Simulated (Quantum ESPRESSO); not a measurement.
Space group Fm-3m (No. 225); a = 8.761 Å, b = 8.761 Å, c = 8.761 Å, α = 90.00°, β = 90.00°, γ = 90.00°

```csv
atom,site,symmetry,x,y,z
F,24e,4m.m,0.0000,0.0000,0.2713
Sn,4b,m-3m,0.5000,0.5000,0.5000
Sn,4a,m-3m,0.0000,0.0000,0.0000
```
(The calculation used a cell of 8 atoms; values per cell refer to that cell.)

Cell and atoms were relaxed with PBE+D3(BJ) from Materials Project entry mp-8289, within its symmetry.

Problem. What does norm-conserving PBEsol (Quantum ESPRESSO, 84 Ry, scalar-relativistic) give for the electronic structure near the Fermi level?

Solution. The PBEsol gap is indirect, 2.72 eV, from W to L; the smallest direct gap is 3.26 eV. Another valence extremum on the path lies within 0.02 eV, too close to call. Spin-orbit splittings are left out.
